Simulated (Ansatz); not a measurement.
KS:
Space group P-62m (No. 189); a = 8.456 Å, b = 8.456 Å, c = 5.718 Å, α = 90.00°, β = 90.00°, γ = 120.00°

```
atom  site  symmetry       x       y       z
----  ----  --------  ------  ------  ------
K       3g       m2m  0.3557  0.3557  0.5000
K       3f       m2m  0.0000  0.3096  0.0000
S       4h       3..  0.3333  0.6667  0.1868
S       2e       3.m  0.0000  0.0000  0.3144
```

Relaxed with PBEsol. Plane-wave PAW PBEsol (Ansatz code) gives a gap of 1.38 eV.

Q: What gap does HSE06 give on the same cell (Ansatz, PAW)?

A: 2.58 eV, 1.20 eV more. The hybrid was solved on a coarser mesh and at special points; the gap given is the minimum over both.

```json
[
 {"k": "Γ", "v1 PBEsol": "0.00", "c1 PBEsol": "2.43", "v1 HSE06": "(withheld)", "c1 HSE06": "(withheld)"},
 {"k": "A", "v1 PBEsol": "-0.40", "c1 PBEsol": "1.38", "v1 HSE06": "-0.41", "c1 HSE06": "2.58"},
 {"k": "K", "v1 PBEsol": "-0.18", "c1 PBEsol": "3.22", "v1 HSE06": "(withheld)", "c1 HSE06": "(withheld)"},
 {"k": "H", "v1 PBEsol": "-0.38", "c1 PBEsol": "1.65", "v1 HSE06": "-0.39", "c1 HSE06": "2.88"},
 {"k": "M", "v1 PBEsol": "-0.14", "c1 PBEsol": "3.23", "v1 HSE06": "(withheld)", "c1 HSE06": "(withheld)"},
 {"k": "L", "v1 PBEsol": "-0.39", "c1 PBEsol": "1.59", "v1 HSE06": "(withheld)", "c1 HSE06": "(withheld)"}
]
```

Q: Top valence (v1) and lowest conduction level (c1) in eV from each method's valence maximum (which need not be a listed point): supply the withheld HSE06 values.

A: 
- M, v1 HSE06: -0.15
- M, c1 HSE06: 4.37
- L, v1 HSE06: -0.40
- L, c1 HSE06: 2.82
- K, v1 HSE06: -0.19
- K, c1 HSE06: 4.35
- Γ, v1 HSE06: 0.00
- Γ, c1 HSE06: 3.56

Cost on shared cores: the PBEsol run (SCF on a 4×4×5 mesh, then bands and DOS) about 7 core-minutes (a rough figure), the HSE06 run (SCF on 3×3×3, then a few points) very roughly 11 core-minutes; the tasks are unlike.

The workflow started from a Materials Project entry (that database holds measured and hypothetical structures alike); the Crystallography Open Database copy checked does not list it. Its standing as an ambient phase is unchecked. The PBEsol relaxation kept the symmetry of its start; whether a distortion lowers the energy is not shown.

Potentials: the later of the program's two PAW sets.
